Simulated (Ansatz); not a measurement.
**CuH₂CO₃ single point**

Input file of Ansatz 0.2.0:

```yaml
crystal:
  lattice:
    - [3.307516, 0.0, 0.0]
    - [0.0, 6.030069, 0.0]
    - [-1.505207, 0.0, 7.201864]
  atoms:
    - { symbol: Cu, position: [0.5, 0.5, 0.5] }
    - { symbol: Cu, position: [0.5, 0.0, 0.5] }
    - { symbol: O, position: [0.106, 0.75, 0.4409] }
    - { symbol: O, position: [0.894, 0.25, 0.5591] }
    - { symbol: O, position: [0.4246, 0.4397, 0.2293] }
    - { symbol: O, position: [0.5754, 0.9397, 0.7707] }
    - { symbol: O, position: [0.5754, 0.5603, 0.7707] }
    - { symbol: O, position: [0.4246, 0.0603, 0.2293] }
    - { symbol: C, position: [0.4161, 0.25, 0.1517] }
    - { symbol: C, position: [0.5839, 0.75, 0.8483] }
    - { symbol: H, position: [0.399762, 0.25, 0.002705] }
    - { symbol: H, position: [0.600238, 0.75, 0.997295] }
    - { symbol: H, position: [0.048, 0.75, 0.317] }
    - { symbol: H, position: [0.952, 0.25, 0.683] }
  symmetry: { tolerance: 0.0003 }
kpoints:
  mp_grid: { grid: [7, 4, 4], shift: [0, 0, 0] }
  band_path:
    path:
      - [0.0, 0.0, 0.0]
      - [0.0, 0.5, 0.0]
      - [0.0, 0.5, 0.5]
      - [0.0, 0.0, 0.5]
      - [0.0, 0.0, 0.0]
      - [-0.5, 0.0, 0.5]
      - [-0.5, 0.5, 0.5]
      - [0.0, 0.5, 0.0]
      - [-0.5, 0.5, 0.0]
      - [-0.5, 0.0, 0.0]
      - [0.0, 0.0, 0.0]
    npoints: 6
magnetization:
  spin_polarized: false
scf:
  occupations: { method: fermi_dirac }
  lower_state_search: "off"
  max_iter: 200
hamiltonian:
  pseudopotentials: { kind: paw }
  xc: pbe
basis:
  ecutwfc: 420
  fft_grid_basis: typed
output:
  forces: true
  stress: true
  eigenvalues: true
  populations: true
  elf: true
  write_potential: true
  volumetric_format: npy
  dos:
    e_range: [-12, 8]
    de: 0.05
    projected: { site_lists: { C: [C], Cu: [Cu], H: [H], O: [O] } }
checkpoint:
  read: saved_state
```

The run starts from an earlier solution of this cell. 

Excerpt of what it printed:

```
Pseudopotentials: kind: paw
Pseudopotential: Cu, paw, valence charge 19, recommended cutoff 420 eV (normal), Cu.paw.azcp
Pseudopotential: O, paw, valence charge 6, recommended cutoff 420 eV (normal), O.paw.azcp
Pseudopotential: C, paw, valence charge 4, recommended cutoff 420 eV (normal), C.paw.azcp
Pseudopotential: H, paw, valence charge 1, recommended cutoff 420 eV (normal), H.paw.azcp
Functional definition: PBE
  exchange = pbe_x(kappa = kappa, mu = beta*pi^2/3)
  correlation = pbe_c(beta = beta)
Crystal: 14 atoms, lattice volume = 143.638 Å³
Basis set: ecut = 420 eV, 2817 PW (Γ), exchange–correlation on 48×90×100 points (8 copies of the dense FFT grid, shifted against one another)
Bands: 57, of which v1, the nominal top of the filled ones, is band 43 counted from 1 (42 counted from 0)
Symmetry: 4 space group operations
Space group: P21/m (ITA 11), of the structure as read, at distance tolerance 1.6e-3 Å
k-points: 45 of 112
Initial density: read from a saved state, or passed on in memory by an earlier SCF of this step, an earlier step, the calling program or the single point that the run made first
Functional: x = pbe(κ = 0.804, μ = 0.2195), c = pbe(β = 0.0667)
Free energy (F): -17215.9748 eV
Harris-Foulkes:  -17215.9748 eV  (|F-HF|=5.06e-8)
Internal energy: -17215.7339 eV  (E = F + TS)
E sigma→0 (E₀):  -17215.8543 eV
Entropy (-TS):   -0.2409 eV (-17.206 meV/atom)
Fermi energy:    4.2605 eV
--- Per-component energies (eV) ---
  E_band       = -1428.7337
  E_kinetic    = 1878.1797
  E_local      = -17970.5297  (includes V_loc(G=0)·N_el)
  E_nonlocal   = 1138.2730
  E_hartree    = 7805.6785
  E_xc         = -744.6700
  E_vxc        = -948.8003  (∫ρ·V_xc dr)
  E_paw        = -4477.8426  (= ΣΔE_a)
  E_vpaw       = -1137.2397  (= ΣTr[D̂ρ^β])
  E_aug_tail   = 0.0100  (compensation charges beyond the density's cutoff)
  E_ewald      = -4844.8328
  E_smearing   = -0.2409  (= −TS)
--- Forces (eV/Å), atoms counted from 1 ---
  atom   1  Cu     0.0000     0.0000     0.0000
  atom   2  Cu     0.0000     0.0000     0.0000
  atom   3  O      0.2513     0.0000     5.1380
  atom   4  O     -0.2513     0.0000    -5.1380
  atom   5  O      0.0661    -0.4646    -0.4511
  atom   6  O     -0.0661    -0.4646     0.4511
  atom   7  O     -0.0661     0.4646     0.4511
  atom   8  O      0.0661     0.4646    -0.4511
  atom   9  C     -0.2656     0.0000     1.5023
  atom  10  C      0.2656     0.0000    -1.5023
  atom  11  H      0.1051     0.0000    -0.6120
  atom  12  H     -0.1051     0.0000     0.6120
  atom  13  H     -0.1592     0.0000    -5.2218
  atom  14  H      0.1592     0.0000     5.2218
--- Stress (GPa, compression-positive) ---
        1.3118       0.0000       0.5240
        0.0000      -2.8052       0.0000
        0.5240       0.0000      11.7220
  P = ⅓ Tr σ = 3.4095 GPa (34.095 kbar)
--- Löwdin populations: 14 sites ---
  site symbol       q [e]
     0     Cu     17.9237
     1     Cu     17.9237
     2      O      6.8143
     3      O      6.8143
     4      O      6.4774
     5      O      6.4774
     6      O      6.4774
     7      O      6.4774
     8      C      3.5625
     9      C      3.5625
    10      H      0.8093
    11      H      0.8093
    12      H      0.5868
    13      H      0.5868
  spilling = 0.0081 (of n_electrons = 86.0000)
```

Origin: a database entry at a rescaled volume. Caveats: many states at the Fermi level without spin polarisation, so a magnetic state may lie lower; forces this large suggest misplaced atoms in the database entry; atoms or cell far from equilibrium.
